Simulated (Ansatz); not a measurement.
## ReO3-type AuI₃

Method: PBE, scalar-relativistic; no spin polarisation; PAW, 420 eV, Γ-centred 6×6×6 mesh, 0.05 eV Gaussian smearing; code Ansatz; PAW files: Ansatz's generated set soft_2.

```cif
data_structure
_symmetry_space_group_name_H-M 'Pm-3m'
_symmetry_Int_Tables_number 221
_cell_length_a 5.6930
_cell_length_b 5.6930
_cell_length_c 5.6930
_cell_angle_alpha 90.000
_cell_angle_beta 90.000
_cell_angle_gamma 90.000
_cell_volume 184.51
loop_
_atom_site_label
_atom_site_type_symbol
_atom_site_symmetry_multiplicity
_atom_site_Wyckoff_symbol
_atom_site_fract_x
_atom_site_fract_y
_atom_site_fract_z
_atom_site_occupancy
Au1 Au 1 a 0.00000 0.00000 0.00000 1
I1 I 3 d 0.50000 0.00000 0.00000 1
```

The start was a prototype's sites filled with these elements, not a measured cell. The ideal cubic cell shuts out tilts of the octahedra, which such structures often take.

The cell above was scaled in volume, its shape and atoms being fixed by the lattice's symmetry. Energies are counted from the cell above.

```csv
V (Å³/atom),ΔE (meV/atom),P (GPa)
43.59,12.8,1.7
44.28,6.5,1.2
45.20,1.5,0.6
46.13,0.0,0.0
47.05,1.6,-0.5
47.97,5.9,-1.0
49.36,16.7,-1.5
50.74,31.9,-2.0
```

(1) What do the points give for the equilibrium volume, the bulk modulus and its pressure derivative (third-order Birch–Murnaghan)?

Answer:

(1) V0 = 46.09 Å³/atom, B0 = 27 GPa, B0′ = 5.5.

B0·V0 = 26.9 GPa × 46.09 Å³ = 7.73 eV/atom sets the scale: near the minimum ΔE ≈ ½ B0 V0 x², with x = V/V0 − 1, and a pressure of 0.27 GPa squeezes the volume by about 1 %. At the ends of the curve: x = −5.4 % predicts 11.4 meV/atom and the run gives 12.8; x = +10.1 % predicts 39.4 meV/atom and the run gives 31.9. Compression costs more and expansion less than the parabola says, since the crystal stiffens as it shrinks; B0′ measures that.

No spin–orbit coupling, a notable omission for heavy elements. The program warned that the potential is rough where the density is thin (voids or gaps), so long spacings are poorly fixed. The run is a metal.
